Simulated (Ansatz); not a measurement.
Ga$_{2}$O$_{3}$:
```
Ga2O3
1.0
    6.13802     1.52373     0.00000
   -6.13802     1.52373     0.00000
   -1.37788     0.00000     5.64464
Ga O
4 6
Cartesian
  4.05615   1.52373   3.97775
 -5.43403   1.52373   1.66689
  0.82676   1.52373   4.59731
 -2.20464   1.52373   1.04733
  2.72007   1.52373   5.29043
 -4.09795   1.52373   0.35421
  3.57124   1.52373   2.20400
 -4.94912   1.52373   3.44064
 -1.08749   1.52373   4.26699
 -0.29039   1.52373   1.37765
```

Relaxed with PBEsol. Special points in fractions of this cell's reciprocal vectors: Γ (0.000, 0.000, 0.000); C (0.266, 0.266, 0.000); C2 (-0.266, 0.734, 0.000); Y2 (-0.500, 0.500, 0.000); M2 (-0.500, 0.500, 0.500); D (-0.258, 0.742, 0.500); D2 (0.258, 0.258, 0.500); A (0.000, 0.000, 0.500); L2 (0.000, 0.500, 0.500); V2 (0.000, 0.500, 0.000).

Q: List the band energies nearest the valence-band maximum at these points for the program Ansatz at the PBEsol level (PAW).

A: In eV from the valence-band maximum; about four levels below and three above (degenerate sets whole), none deeper than 8.9 eV; points with the same levels are listed once.

```csv
k,below,above
Γ,-0.69 -0.50 -0.30 -0.02,2.22 5.53 6.54
C,-0.88 -0.77 -0.49 -0.11,5.61 6.28 6.76
Y2,-0.69 -0.69 -0.43 -0.16,4.42 4.65 5.64
M2,-0.66 -0.62 -0.60 -0.02,5.02 5.15 6.07
D,-1.14 -0.91 -0.87 -0.64,6.76 6.83 7.49
A,-0.68 -0.66 -0.52 -0.31,4.60 4.74 6.56
L2,-1.11 -1.07 -0.75 -0.66,6.73 6.77 7.65
V2,-0.78 -0.73 -0.48 -0.12,5.47 6.34 7.06
```

Space group C2/m. The cell was relaxed with PBEsol under the symmetry of its start. Spin–orbit coupling is left out wherever it is not named.

Potentials: the later of the program's two PAW sets.
